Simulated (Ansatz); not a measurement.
Si: all-electron results

```yaml
crystal:
  lattice:
    - [0.00000, 2.71547, 2.71547]
    - [2.71547, 0.00000, 2.71547]
    - [2.71547, 2.71547, 0.00000]
  atoms:
    - { symbol: Si, position: [0.50000, 0.50000, 0.50000] }
    - { symbol: Si, position: [0.75000, 0.75000, 0.75000] }
```

Atoms are numbered in the order listed.

The structure is an experimental refinement, used without relaxation.

Computed with DFT, LDA, all-electron LAPW, scalar-relativistic in Ansatz 0.2.0.

Numerical set-up: a Γ-centred 11×11×11 k mesh, Fermi–Dirac smearing of 0.08 eV, basis error target 0.25 meV/atom, no spin polarisation.

- Band gap: 0.47 eV, indirect from Γ to the line Γ–X (0.5, 0, 0.5)
- Volume per atom: 20.02 Å³

Q: Smallest direct gap on the path: what does the calculation give?

A: 2.53 eV.

Q: Pressure at this cell: what does the calculation give?

A: -15.5 kbar.
